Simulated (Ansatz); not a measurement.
The following input was run with Ansatz 0.2.0.

```yaml
crystal:
  lattice:
    - [5.6581536275, 0.0, 0.0]
    - [-1.8860512092, 5.3345583986, 0.0]
    - [0.0, 0.0, 22.6198630912]
  atoms:
    - { symbol: Nb, position: [0.25, 0.25, 0.3536714598] }
    - { symbol: Nb, position: [0.25, 0.75, 0.3536714598] }
    - { symbol: Nb, position: [0.75, 0.25, 0.3536714598] }
    - { symbol: Nb, position: [0.75, 0.75, 0.3536714598] }
    - { symbol: Nb, position: [0.4994270599, 0.501111857, 0.4542671711] }
    - { symbol: Nb, position: [0.5010851672, 0.0001173527, 0.4545770048] }
    - { symbol: Nb, position: [8.88649e-05, 0.4993045381, 0.4548257235] }
    - { symbol: Nb, position: [0.0007136935, -0.0003908297, 0.4544889952] }
    - { symbol: Nb, position: [0.7420922333, 0.7515744827, 0.554945155] }
    - { symbol: Nb, position: [0.7519158232, 0.2447835973, 0.5552909859] }
    - { symbol: Nb, position: [0.2552489597, 0.7475382568, 0.5615624507] }
    - { symbol: Nb, position: [0.2476767384, 0.2570610666, 0.5547808452] }
    - { symbol: O, position: [1.1808370573, 0.760748036, 0.6636972551] }
    - { symbol: H, position: [1.0374581797, 0.6033559146, 0.6664246734] }
    - { symbol: H, position: [1.1067728192, 0.8952754075, 0.666706366] }
basis:
  ecutwfc: 420
kpoints:
  mp_grid: { grid: [4, 4, 1] }
hamiltonian:
  xc: pbe
  dispersion: d3bj
scf:
  occupations: { method: gaussian, width: 0.1 }
output:
  forces: true
  eigenvalues: true
  write_density: true
  volumetric_format: npy
efield:
  axis: 3
  dipole_correction: true
  ramp_width: 0.04
```

Command:
```bash
ansatz run input.yaml --threads 4 --pin off --max-ram 10240MiB --backend cpu --events-out ev --progress --plain --runs-dir out
```

Theory: DFT PBE+D3(BJ), scalar-relativistic, plane waves, PAW in Ansatz 0.2.0.

Part of what the program printed, abridged:

```
Pseudopotentials: kind: paw
Pseudopotential: Nb, paw, valence charge 13, recommended cutoff 420 eV (normal)
Pseudopotential: O, paw, valence charge 6, recommended cutoff 420 eV (normal)
Pseudopotential: H, paw, valence charge 1, recommended cutoff 420 eV (normal)
Functional definition: PBE
Crystal: 15 atoms, lattice volume = 682.752 Å³
Basis set: ecut = 420 eV, 13347 PW (Γ), exchange–correlation on 80×80×320 points (8 copies of the dense FFT grid, shifted against one another)
Bands: 99, of which v1, the nominal top of the filled ones, is band 82 counted from 1 (81 counted from 0)
Symmetry: 1 space group operations
Space group: P1 (ITA 1), of the structure as read, at distance tolerance 8.8e-5 Å
k-points: 10 of 16 (time reversal used)
Initial density: superposition of atomic densities (neutral atoms: chi_scale 0, normalization atom), corrected by the library's trained network
Initial wavefunctions: pseudopotential atomic-orbital guess
Functional: x = pbe(κ = 0.804, μ = 0.21951497), c = pbe(β = 0.06672455)
SCF iter   1: F=—  HF=-55225.712280 eV  |F-HF|=—  |Δ(HF+E_count)|=         —  Δρ=6.17e-3  dr2=5.05e0  ethr=1.77e-3  p=0.242 e·Å  D=6.41e-2 V/Å  ΔV_dip=-1.45 eV  dr2_dipole=2.26e0  V_vac-E_F(+/−)=3.24/4.69 eV  ⟨swp⟩=8.5  Hψ=4261  notcnv=0
efield: sawtooth ramp at fractional position 0.9902 (placed from the atoms, in the widest stretch of the axis that holds none; the zero of the levels goes with the place), width 0.0400; the density the first Hamiltonian is built on has a dipole p = 0.242 e·Å; the dipole correction subtracts the counter field D = 6.41e-2 V/Å, which shifts the + side's vacuum level by -1.45 eV against the − side's; the planar-averaged density in the ramp window peaks in size at 8.4e-6 e/Å³
SCF iter   2: F=—  HF=-55225.574835 eV  |F-HF|=—  |Δ(HF+E_count)|=   1.37e-1  Δρ=3.32e-3  dr2=7.18e-1  ethr=1.77e-3  p=0.089 e·Å  D=2.37e-2 V/Å  ΔV_dip=-0.54 eV  dr2_dipole=2.58e-1  V_vac-E_F(+/−)=3.88/4.42 eV  ⟨swp⟩=1.9  Hψ=1181  notcnv=0  defer=45
SCF iter   3: F=—  HF=-55225.554522 eV  |F-HF|=—  |Δ(HF+E_count)|=   2.03e-2  Δρ=7.17e-4  dr2=1.01e-2  ethr=4.38e-4  p=0.116 e·Å  D=3.08e-2 V/Å  ΔV_dip=-0.70 eV  dr2_dipole=1.61e-3  V_vac-E_F(+/−)=3.80/4.49 eV  ⟨swp⟩=1.7  Hψ=1153  notcnv=0  defer=46
SCF iter   4: F=—  HF=-55225.551642 eV  |F-HF|=—  |Δ(HF+E_count)|=   2.88e-3  Δρ=2.28e-4  dr2=5.73e-4  ethr=6.18e-6  p=0.117 e·Å  D=3.09e-2 V/Å  ΔV_dip=-0.70 eV  dr2_dipole=7.29e-6  V_vac-E_F(+/−)=3.79/4.49 eV  ⟨swp⟩=2.2  Hψ=1635  notcnv=0  defer=46
SCF iter   5: F=—  HF=-55225.551733 eV  |F-HF|=—  |Δ(HF+E_count)|=   9.01e-5  Δρ=8.80e-5  dr2=8.17e-5  ethr=3.50e-7  p=0.118 e·Å  D=3.12e-2 V/Å  ΔV_dip=-0.71 eV  dr2_dipole=1.11e-5  V_vac-E_F(+/−)=3.79/4.50 eV  ⟨swp⟩=2.6  Hψ=1802  notcnv=0  defer=46
SCF iter   6: F=—  HF=-55225.551301 eV  |F-HF|=—  |Δ(HF+E_count)|=   4.32e-4  Δρ=2.94e-5  dr2=1.09e-5  ethr=4.98e-8  p=0.119 e·Å  D=3.14e-2 V/Å  ΔV_dip=-0.71 eV  dr2_dipole=8.12e-7  V_vac-E_F(+/−)=3.79/4.50 eV  ⟨swp⟩=2.6  Hψ=1609  notcnv=0  defer=46
SCF iter   7: F=—  HF=-55225.551304 eV  |F-HF|=—  |Δ(HF+E_count)|=   2.78e-6  Δρ=1.13e-5  dr2=2.01e-6  ethr=6.65e-9  p=0.119 e·Å  D=3.15e-2 V/Å  ΔV_dip=-0.71 eV  dr2_dipole=9.14e-8  V_vac-E_F(+/−)=3.79/4.50 eV  ⟨swp⟩=2.6  Hψ=1576  notcnv=0  defer=46
SCF iter   8: F=—  HF=-55225.551304 eV  |F-HF|=—  |Δ(HF+E_count)|=   5.35e-7  Δρ=4.57e-6  dr2=3.25e-7  ethr=1.23e-9  p=0.119 e·Å  D=3.15e-2 V/Å  ΔV_dip=-0.71 eV  dr2_dipole=4.03e-8  V_vac-E_F(+/−)=3.79/4.50 eV  ⟨swp⟩=2.5  Hψ=1589  notcnv=0  defer=47
SCF iter   9: F=-55225.551304 eV  HF=-55225.551304 eV  |F-HF|=4.58e-8  |Δ(HF+E_count)|=   1.73e-7  Δρ=1.51e-6  dr2=2.70e-8  ethr=6.10e-11  p=0.119 e·Å  D=3.16e-2 V/Å  ΔV_dip=-0.71 eV  dr2_dipole=6.05e-10  V_vac-E_F(+/−)=3.79/4.50 eV  ⟨swp⟩=17.1  Hψ=4619  notcnv=0
SCF 1 converged in 9 iterations: F = -55225.551304 eV  dr2 = 2.70e-8
SCF converged after 9 iterations
Free energy (F): -55225.551304 eV
Harris-Foulkes:  -55225.551304 eV  (|F-HF|=4.58e-8)
Internal energy: -55225.477971 eV  (E = F + TS)
E sigma→0 (E₀):  -55225.514638 eV
Entropy (-TS):   -0.073334 eV (-4.889 meV/atom)
Fermi energy:    3.224460 eV
Dipole field:    D = 0.031534 V/Å  (p = 0.118980 e·Å, saw-weighted, corrected)
Work function:   Φ+ = 3.7894 eV   Φ− = 4.5027 eV
Levels:          The Fermi level and band energies are counted from a zero that moves with the ramp; work functions are not
--- Per-component energies (eV) ---
  E_band       = -3179.649213
  E_kinetic    = 4932.420968
  E_local      = -148035.035375  (includes V_loc(G=0)·N_el)
  E_nonlocal   = 1498.466108
  E_hartree    = 71206.084954
  E_xc         = -2189.528548
  E_vxc        = -2660.968510  (∫ρ·V_xc dr)
  E_paw        = -37042.411343  (= ΣΔE_a)
  E_vpaw       = -1331.995930  (= ΣTr[D̂ρ^β])
  E_aug_tail   = 0.000162  (compensation charges beyond the density's cutoff)
  E_efield     = 0.001876  (sawtooth field / dipole correction)
  E_vefield    = 5.270055  (∫n·V_field dr)
  E_ewald      = 54410.745799
  E_disp       = -6.222572  (pairwise vdW)
  E_smearing   = -0.073334  (= −TS)
--- Forces (eV/Å), atoms counted from 1 ---
  atom   1  Nb     0.01635149    -0.02432907    -0.03768874
  atom   2  Nb    -0.03199940     0.02492615     0.10306105
  atom   3  Nb    -0.02161042     0.01899956    -0.02461941
  atom   4  Nb     0.04176099    -0.01693643    -0.04214766
  atom   5  Nb    -0.00395948    -0.00205114    -0.00013123
  atom   6  Nb    -0.00395295    -0.00251746     0.00204048
  atom   7  Nb     0.00302941     0.00224669    -0.00084258
  atom   8  Nb     0.00338048     0.00052906    -0.00109756
  atom   9  Nb    -0.00548766     0.00008761    -0.00028711
  atom  10  Nb     0.00689470    -0.00328271     0.00204158
  atom  11  Nb     0.00475896     0.00014116    -0.00818383
  atom  12  Nb    -0.00528706     0.00666334     0.00291931
  atom  13  O     -0.02578042    -0.02225262     0.00631632
  atom  14  H      0.01355715     0.02713848     0.00032150
  atom  15  H      0.00832875    -0.00937283    -0.00164782
--- Band table (eV; the first three rows and the last of 10) ---
  k-point 0: bands = ["-51.4940", "-51.4448", "-51.3165", "-51.2930", "-51.2836", "-51.2561", "-51.2026", "-51.1666", "-51.1167", "-51.0205", "-51.0063", "-50.8958", "-28.1275", "-28.1046", "-28.1011", "-28.0250", "-28.0129", "-27.9845", "-27.9750", "-27.9707", "-27.9621", "-27.6928", "-27.6608", "-27.6118", "-27.6020", "-27.5058", "-27.4878", "-27.4407", "-27.3693", "-27.2475", "-27.2239", "-27.1721", "-27.1478", "-27.1280", "-27.0725", "-26.9969", "-26.9238", "-26.9001", "-26.8964", "-26.8277", "-26.8033", "-26.7927", "-26.7718", "-26.7425", "-26.6372", "-26.6229", "-26.6152", "-26.5353", "-19.4229", "-7.1481", "-3.9255", "-2.4765", "-2.0421", "-0.9619", "-0.6592", "-0.4848", "-0.3250", "- ...
  k-point 1: bands = ["-51.4793", "-51.4239", "-51.3184", "-51.3109", "-51.2757", "-51.2594", "-51.2147", "-51.1778", "-51.1018", "-51.0301", "-50.9942", "-50.9127", "-28.0699", "-28.0235", "-27.9909", "-27.9707", "-27.9593", "-27.9298", "-27.9205", "-27.8836", "-27.8156", "-27.6951", "-27.6686", "-27.6268", "-27.5560", "-27.5392", "-27.4955", "-27.4715", "-27.4101", "-27.2762", "-27.2137", "-27.1824", "-27.1588", "-27.1571", "-27.0789", "-27.0736", "-27.0263", "-26.9154", "-26.8689", "-26.8582", "-26.8480", "-26.8316", "-26.8244", "-26.7821", "-26.7433", "-26.7244", "-26.6198", "-26.5859", "-19.4226", "-7.1560", "-3.9249", "-2.3371", "-1.7025", "-0.5217", "-0.2517", "-0.2003", "-0.0981", "- ...
  k-point 2: bands = ["-51.4624", "-51.3762", "-51.3644", "-51.3210", "-51.2598", "-51.2490", "-51.2388", "-51.1916", "-51.0698", "-51.0609", "-50.9595", "-50.9482", "-27.9862", "-27.9431", "-27.9311", "-27.8881", "-27.8827", "-27.8571", "-27.8129", "-27.8038", "-27.7227", "-27.6804", "-27.5921", "-27.5752", "-27.5311", "-27.4873", "-27.4661", "-27.4559", "-27.4008", "-27.3674", "-27.3437", "-27.3338", "-27.2915", "-27.2554", "-27.0818", "-27.0450", "-26.9747", "-26.9709", "-26.9489", "-26.9385", "-26.9072", "-26.8812", "-26.8744", "-26.8577", "-26.8068", "-26.7807", "-26.6164", "-26.6059", "-19.4224", "-7.1637", "-3.9244", "-2.2792", "-0.7564", "-0.7154", "0.1162", "0.1553", "0.3853", "0.39 ...
  k-point 9: bands = ["-51.4456", "-51.3344", "-51.3266", "-51.2903", "-51.2885", "-51.2846", "-51.2568", "-51.2377", "-51.0241", "-51.0165", "-51.0136", "-50.9878", "-27.8592", "-27.8207", "-27.8051", "-27.7870", "-27.7669", "-27.7569", "-27.6033", "-27.5828", "-27.5789", "-27.5173", "-27.5075", "-27.4570", "-27.4487", "-27.4313", "-27.4217", "-27.4133", "-27.4126", "-27.3797", "-27.3624", "-27.3395", "-27.3309", "-27.3143", "-27.2804", "-27.2127", "-27.1338", "-27.1286", "-27.1270", "-27.1019", "-26.9853", "-26.9358", "-26.9270", "-26.9035", "-26.8933", "-26.8657", "-26.8554", "-26.8233", "-19.4220", "-7.1609", "-3.9445", "-2.2510", "-0.3395", "-0.2913", "0.5155", "0.5932", "0.6084", "0.64 ...
```

The calculation finished and met its thresholds.

Time: 7.4 s on 4 threads of Intel(R) Xeon(R) 6975P-C (Granite Rapids), with other jobs on the host, peak memory 1.7 GiB.